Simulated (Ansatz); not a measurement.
Relaxed-ion elastic tensor of GaP (CsCl type, Pm-3m) in GPa (Voigt order), plane-wave PAW PBEsol (Ansatz code); density 5.29 g/cm³, 15.81 Å³ per atom.

```
77.5  87.0  87.0   0.0   0.0   0.0
87.0  77.5  87.0   0.0   0.0   0.0
87.0  87.0  77.5   0.0   0.0   0.0
 0.0   0.0   0.0  12.3   0.0   0.0
 0.0   0.0   0.0   0.0  12.3   0.0
 0.0   0.0   0.0   0.0   0.0  12.3
```

Is the crystal mechanically stable?

No: the smallest eigenvalue of C is -9.5 GPa.

A made-up cell: these elements were put on the sites of a structure type; neither database checked (COD, Materials Project) lists it. It is not the phase usual at ambient conditions (space group No. 216). Symmetry was held in the PBEsol relaxation. At this level the phase is mechanically unstable. As this level gives no gap, shear constants depend on the k-mesh and smearing (Fermi–Dirac, 0.1 eV here). Spin–orbit coupling is left out wherever it is not named.

Potentials: the earlier of the program's two PAW sets. The files were generated under PBE; for other functionals the program regenerates the frozen cores, and for LDA and PBEsol the local potential too.
